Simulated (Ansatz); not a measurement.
Convergence test, Al3Pd

Theory: DFT PBE, scalar-relativistic, plane waves, PAW (Ansatz).

```
Al Pd
1.0
     3.94691    0.00000    0.00000
     0.00000    3.94691    0.00000
     0.00000    0.00000    3.94691
Al Pd
3 1
Direct
  0.00000 0.50000 0.50000
  0.50000 0.00000 0.50000
  0.50000 0.50000 0.00000
  0.00000 0.00000 0.00000
```

* plane-wave cutoff: 420 eV
* occupation rule: Gaussian smearing, 0.1 eV
* spin treatment: unpolarised

The atoms stay fixed while the half-step-shifted k-point mesh is varied. ΔE is the energy extrapolated to zero smearing, less that of the reference run (10×10×10 Γ-centred mesh, Gaussian smearing 0.1 eV). The cell isn't necessarily relaxed at this level. Pressure is positive in compression.

| shifted mesh | ΔE (meV/atom) | P (GPa) | irreducible points |
| --- | --- | --- | --- |
| 4×4×4 | -23.5 | 1.55 | 4 |
| 6×6×6 | ? | ? | ? |
| 8×8×8 | -4.02 | 0.90 | 20 |

(1) Fill in the withheld rows.

## Answers

(1) The withheld rows:

```
shifted mesh  ΔE (meV/atom) P (GPa) irreducible points
       6×6×6          -6.66     1.30                  10
```